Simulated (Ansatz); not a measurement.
Fields on a plane of TiO2 (space group P2_1/c)

```
CELL_PARAMETERS angstrom
      4.78032     0.00000     0.00000
      0.00000     4.86143     0.00000
     -0.87340     0.00000     4.92531
ATOMIC_POSITIONS crystal
  Ti 0.27862 0.44504 0.71356
  Ti 0.72138 0.55496 0.28644
  Ti 0.72138 0.94504 0.78644
  Ti 0.27862 0.05496 0.21356
  O  0.44378 0.74138 0.96950
  O  0.55622 0.25862 0.03050
  O  0.55622 0.24138 0.53050
  O  0.44378 0.75862 0.46950
  O  0.06522 0.32791 0.34661
  O  0.93478 0.67209 0.65339
  O  0.93478 0.82791 0.15339
  O  0.06522 0.17209 0.84661
```

The slice is a (100) plane (indices of the conventional cell) through the point (0.721, 0.555, 0.286) (fractional), spanned by u = [010] and v = [001] in vectors of this cell: u (4.86 Å) and v (5.00 Å, at 90° to u). It covers one period; positions are fractions (u, v).

Atoms on it: Ti at (0.00, 0.00); Ti at (0.39, 0.50). Other atoms lie within 1 Å of the plane.

Method: PBEsol (plane waves to 420 eV, PAW, scalar-relativistic; Ansatz, a program for electronic structure). k mesh 6×6×6. Inside the PAW spheres the values are not all-electron values, and peaks at nuclei hang on which shells count as valence. This is one of several known forms of TiO2; the measured ambient cells at hand have space group No. 60 or 61 or 136 or 141. TiO2 is run without spin polarisation. TiO2 was relaxed with its symmetry unable to fall.

```
|xxx77310122210000000011001377xx|
|xx7762112333200000012221112687x|
|8876311234432100002345542114788|
|8764111234432100013567765212478|
|5421011234432100024688987521235|
|1100011233332100136899999741001|
|0000011222321100136899999862100|
|0000111112211000136899999874100|
|0000111111100000135899999864100|
|0000110000011100013688888753100|
|0000000001234432101456666542100|
|0000000014677775210134443321000|
|0000000147877788520011111100000|
|00000003687xxx78731000000000000|
|0000001478xxxxx8841000000000000|
|0111001478xxxxx7741000000000000|
|1222111377xxxxx7741001100000000|
|13332112577xxx78631112221100000|
|2344321136788887421245543210001|
|2344321113678875212467765310001|
|2344321101245532124789887521001|
|2333321100011110137899998631001|
|1232221100000000258999998641001|
|1122211110000001368999998741000|
|0011111110000001468899998631000|
|1100000111000001357788886410001|
|4321000000000000235666654201234|
|7764200000000000123344431012577|
|7787410000000000001111110025888|
|xx7873000000000000000000003787x|
|xxx88410000000000000000001478xx|
|xxx77410011100000000000001477xx|
```
Scale: ten equal steps from 0.02 (start of '0') to 0.78 (end of '9'), in the order '0123456789'. Values: electron localisation function (ELF). The map has 31 points along u (one character each, u = 0 at the left) and 32 along v (v = 0 in the bottom row). Points within 0.4 Å of a nucleus are blanked (x), as the pseudised field means little there.

```
|0037974210000000000000012368620|
|2236763210000000000000001245422|
|6545432100000000000000001123456|
|8754321000000000000000000113468|
|7642110000000000000000000012357|
|4431100000000000000000000011234|
|2211000000000000000000000001122|
|1110000000011100000000000000111|
|1000000001122211100000000000000|
|0000000011244332111000000000000|
|0000000113467643211100000000000|
|0000001124689754322100000000000|
|0000112234567545542110000000000|
|0000123455332236764210000000000|
|0000124686200027984210000000000|
|0001125897300027984210000000000|
|0000124797300025764210000000000|
|0000123576322224542100000000000|
|0000012345456654331100000000000|
|0000001223578864321000000000000|
|0000000112467753210000000000000|
|0000000011244432110000000000000|
|0000000001122221100000000000000|
|1100000000111111000000000000001|
|2211000000001000000000000001112|
|4431100000000000000000000111223|
|7653110000000000000000001112346|
|8864211000000000000000001223457|
|7754332110000000000000011245545|
|2334543210000000000000012367632|
|0026864211000000000000012479730|
|0027985211000000000000012479730|
```
Scale: ten equal steps from 0.000 (start of '0') to 0.090 (end of '9'), in the order '0123456789'. Values: density of the lowest conduction band (whole band as if filled, smooth part) in e/Å³. The map has 31 points along u (one character each, u = 0 at the left) and 32 along v (v = 0 in the bottom row).
